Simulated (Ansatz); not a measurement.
Rb2TlSbCl6:
```yaml
crystal:
  lattice:
    - [0.00000, 5.62855, 5.62855]
    - [5.62855, 0.00000, 5.62855]
    - [5.62855, 5.62855, 0.00000]
  atoms:
    - { symbol: Rb, position: [0.75000, 0.75000, 0.75000] }
    - { symbol: Rb, position: [0.25000, 0.25000, 0.25000] }
    - { symbol: Tl, position: [0.50000, 0.50000, 0.50000] }
    - { symbol: Sb, position: [0.00000, 0.00000, 0.00000] }
    - { symbol: Cl, position: [0.76544, 0.23456, 0.23456] }
    - { symbol: Cl, position: [0.23456, 0.76544, 0.76544] }
    - { symbol: Cl, position: [0.23456, 0.76544, 0.23456] }
    - { symbol: Cl, position: [0.76544, 0.23456, 0.76544] }
    - { symbol: Cl, position: [0.23456, 0.23456, 0.76544] }
    - { symbol: Cl, position: [0.76544, 0.76544, 0.23456] }
```

Relaxed with r²SCAN. Special points in fractions of this cell's reciprocal vectors: Γ (0.000, 0.000, 0.000); X (0.500, 0.000, 0.500); U (0.625, 0.250, 0.625); K (0.375, 0.375, 0.750); L (0.500, 0.500, 0.500); W (0.500, 0.250, 0.750).

Problem. List the band energies nearest the valence-band maximum at these points for the program Ansatz at the r²SCAN level (PAW).

Solution. In eV from the valence-band maximum; about four levels below and three above (degenerate sets whole), none deeper than 8.9 eV; points with the same levels are listed once.

| k | below | above |
|---|---|---|
| Γ | -2.86 -2.86 -2.86 0.00 | 1.68 1.68 1.68 |
| X | -3.21 -3.21 -2.87 -2.06 -0.94 | 2.12 2.12 2.51 |
| U | -3.12 -2.94 -1.99 -1.46 | 2.39 2.54 2.68 |
| L | -3.05 -3.05 -3.00 -2.63 -1.93 | 2.99 2.99 3.34 |
| W | -3.02 -3.02 -1.91 -1.49 | 2.31 2.31 3.14 |

Space group Fm-3m. The workflow started from a Materials Project entry (that database holds measured and hypothetical structures alike); the Crystallography Open Database copy checked does not list it. Whether it is the stable phase at ambient conditions was not checked. Symmetry was held in the r²SCAN relaxation; whether a distortion lowers the energy is not shown. Spin–orbit coupling is left out wherever it is not named.

Potentials: the later of the program's two PAW sets.
